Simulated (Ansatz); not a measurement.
ScHg (Pm-3m): from strained cells to moduli

```yaml
crystal:
  lattice:
    - [3.46762, 0.00000, 0.00000]
    - [0.00000, 3.46762, 0.00000]
    - [0.00000, 0.00000, 3.46762]
  atoms:
    - { symbol: Sc, position: [0.50000, 0.50000, 0.50000] }
    - { symbol: Hg, position: [0.00000, 0.00000, 0.00000] }
```

Level of theory, where no other is named: PBEsol, all-electron LAPW in Ansatz 0.2.0, scalar-relativistic. k mesh 12×12×12, Fermi-Dirac smearing of 0.100 eV, basis error target 1 meV/atom. The cell was relaxed by PAW under this functional.

The cell is cubic and carries a residual pressure of -0.01 GPa at this level. Each strain component that symmetry leaves independent is applied at ±0.008, the ions relax wherever a strain frees them, and the stress (tension positive, GPa) is read. Shears are engineering strains, γ = 2ε.

| strain | size | σxx | σyy | σzz | σyz | σxz | σxy |
| --- | --- | --- | --- | --- | --- | --- | --- |
| xx | -0.008 | -0.8998 | -0.6129 | -0.6129 | 0.0000 | 0.0000 | 0.0000 |
| xx | +0.008 | 0.8685 | 0.5983 | 0.5983 | 0.0000 | 0.0000 | 0.0000 |
| yz | -0.008 | -0.0005 | 0.0000 | 0.0000 | -0.4349 | 0.0000 | 0.0000 |
| yz | +0.008 | -0.0005 | 0.0000 | 0.0000 | 0.4349 | 0.0000 | 0.0000 |

A central difference gives one constant, for example C11 ≈ (0.8685 − (-0.8998))/(0.016) = 110.5 GPa; the program then imposes the crystal's symmetry on the whole matrix.

What are the independent elastic constants?

C11 = 110.5, C12 = 75.7, C44 = 54.4 GPa.

Do they meet the Born conditions?

C11 − C12 = 34.8, C11 + 2C12 = 261.9 and C44 = 54.4 GPa must all be positive, so the crystal is elastically stable; that says nothing yet of its phonons.

What moduli does a random aggregate of grains have?

B = (C11 + 2C12)/3 = 87.3 GPa. G_V = (C11 − C12 + 3C44)/5 = 39.6 and G_R = 5(C11 − C12)C44/(4C44 + 3(C11 − C12)) = 29.4, so G_H = 34.5 GPa. Then E = 9BG/(3B + G) = 91.4 GPa, ν = (3B − 2G)/(6B + 2G) = 0.325 and B/G = 2.53, on the ductile side of Pugh's 1.75 (a rule of thumb).

With the density of 9.779 g/cm³, how fast does sound travel, and what Debye temperature follows?

| direction | slow (m/s) | middle (m/s) | fast (m/s) |
| --- | --- | --- | --- |
| [100] | 2358 | 2358 | 3362 |
| [110] | 1334 | 2358 | 3883 |
| [111] | 1744 | 1744 | 4042 |

The mean of v⁻³ over directions and branches gives v_m = 2062 m/s and θ_D = (ħ/k_B) v_m (6π²n)^(1/3) = 223 K, n being atoms per volume. Young's modulus spans 49 to 135 GPa over directions, and the universal anisotropy index is 1.73.

How far do the constants move if PAW replaces LAPW in the same cell?

```csv
constant,LAPW (GPa),PAW (GPa),difference
C11,110.5,110.5,0.0
C12,75.7,75.7,0.0
C44,54.4,54.3,-0.1
```

How far do the constants move if all-electron PAW (datasets made for the crystal) replaces LAPW in the same cell?

```json
{"constant": "C11", "LAPW (GPa)": "110.5", "all-electron PAW (datasets made for the crystal) (GPa)": "110.5", "difference": "0.0"}
{"constant": "C12", "LAPW (GPa)": "75.7", "all-electron PAW (datasets made for the crystal) (GPa)": "75.7", "difference": "0.0"}
{"constant": "C44", "LAPW (GPa)": "54.4", "all-electron PAW (datasets made for the crystal) (GPa)": "54.3", "difference": "-0.1"}
```

What happens at 10 GPa (cell relaxed there)?

The volume falls to 0.9116 of its value, and C11 = 155.7, C12 = 119.4, C44 = 73.4 GPa (slopes of the stress), in this structure whether or not another phase takes over.

Keep in mind: responses of metals move with mesh and smearing; no spin-orbit coupling on heavy atoms; the frozen-core PAW files of the compared runs were fitted under PBE, their cores solved anew for this functional.
